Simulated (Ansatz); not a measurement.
**SiO2: excitons and shallow donors from band masses and screening**

All numbers below come from DFT LDA, scalar-relativistic, plane waves, PAW in Ansatz 0.2.0.

Settings: cutoff 420 eV, Γ-centred mesh 4×4×4 on the computed 18-atom cell, Gaussian smearing of 0.02 eV; no spin polarisation.

Relaxed cell: Im-3m, a = 8.911 Å, b = 8.911 Å, c = 8.911 Å, α = 90.00°, β = 90.00°, γ = 90.00°, 18 atoms in the primitive cell. This form isn't the usual stable structure of the compound.

The calculation gives a Kohn–Sham gap of 5.51 eV, an electron mass of 0.651 mₑ and a hole mass of 2.68 mₑ (harmonic means over x, y, z and over the bands degenerate at each edge), and ε∞ = 2.02 (independent particles, mean of the diagonal).

Question: Estimate the binding energy and radius of a Wannier–Mott exciton and of a shallow donor, and say whether the hydrogenic model can hold.

Answer: The reduced mass is μ = mₙmₕ/(mₙ + mₕ) = 0.524 mₑ, with mₙ and mₕ the band masses. With E_b = 13.606 eV × μ/ε² and a = 0.529 Å × ε/μ (μ in mₑ) the exciton has E_b = 1742 meV and a = 2.0 Å. For a donor μ is the electron mass: 2165 meV and 1.6 Å. The radius isn't large against the shortest lattice vector (7.72 Å), so the continuum picture is doubtful and the numbers are only a scale. In a polar crystal the ions screen too, so a state bound more weakly than an optical phonon feels the larger static constant, which lowers the energy and widens the orbit. The other way, the small Kohn–Sham gap and the missing local fields make ε∞ too large and the masses tend to be too light, which underbinds.

Cost: 4 runs of about 6.7 core-minutes in all, on Oxide Virtual Turin-like Processor (Zen 5) (shared hosts).